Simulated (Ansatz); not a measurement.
The relaxed structure here is a generated cell of Ga: the first start was made by placing the elements on the sites of a structure type, and the end was not matched to a known phase here, so it may be hypothetical. Known forms of Ga include space group No. 64.

One starting cell of Ga (a generated cell, Ga built in the graphite structure type) was relaxed twice with Ansatz (plane waves, PAW, scalar-relativistic): with r2SCAN at 500 eV and with PBE at 420 eV. The r2SCAN result:

Ga has the hexagonal space group P6₃/mmc (No. 194), Pearson symbol hP4. Cell: a = b = 4.343 Å, c = 5.316 Å, α = β = 90.00°, γ = 120.00°. Ga1 on 2b has 3 Ga at 2.507 Å and 2 Ga at 2.658 Å (trigonal bipyramidal). Ga2 on 2c has 3 Ga at 2.507 Å (trigonal planar). (Neighbours: up to the widest gap in distance over summed covalent radii, below 1.35, at either atom.)

| quantity | r2SCAN | PBE |
|---|---|---|
| space group | P6₃/mmc | P6₃/mmc |
| volume (Å³/atom) | 21.71 | 22.69 |
| a (Å) | 4.343 | 4.444 |
| c (Å) | 5.316 | 5.306 |
| gap (eV, no spin-orbit coupling) | 0.00 | 0.00 |

Both levels end in the same structure; PBE's volume is 4.5 % larger. Neither column is exact.

No spin polarisation in the result.

The run could not lower the symmetry of its start; a shaken copy of this end point relaxes with r2SCAN to Cmcm (No. 63), 0.17 eV/atom lower.

Ansatz is an electronic-structure program.
